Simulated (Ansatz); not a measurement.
Ca$_{2}$Si:
```cif
data_Ca8Si4
_chemical_formula_sum 'Ca8 Si4'
_space_group_name_H-M_alt 'Fm-3m'
_space_group_IT_number 225
_space_group_name_Hall '-F 4 2 3'
_cell_length_a 7.15998
_cell_length_b 7.15998
_cell_length_c 7.15998
_cell_angle_alpha 90.000
_cell_angle_beta 90.000
_cell_angle_gamma 90.000
loop_
_atom_site_label
_atom_site_type_symbol
_atom_site_symmetry_multiplicity
_atom_site_Wyckoff_symbol
_atom_site_fract_x
_atom_site_fract_y
_atom_site_fract_z
_atom_site_occupancy
Ca1 Ca 8 c 0.25000 0.25000 0.25000 1
Si1 Si 4 a 0.00000 0.00000 0.00000 1
```
(The calculation used a cell of 3 atoms; values per cell refer to that cell.)

Relaxed with r²SCAN. 

Problem. HSE06 on this cell (Ansatz, a first-principles code, PAW) gives a gap of 1.02 eV. What does r²SCAN give?

Solution. 0.78 eV.

Cost on shared cores: the r²SCAN run (SCF on a 7×7×7 mesh, then bands and DOS) around 40 core-seconds (rough), the HSE06 run (SCF on 5×5×5, then a few points) around 2.5 core-minutes (rough); the tasks are unlike.

The workflow started from a Materials Project entry (that database holds measured and hypothetical structures alike); the Crystallography Open Database copy checked does not list it. Its standing as an ambient phase is unchecked. The r²SCAN relaxation kept the symmetry of its start; its stability against distortions is not shown here.

Potentials: the later of the program's two PAW sets.

Ansatz is a plane-wave DFT program.
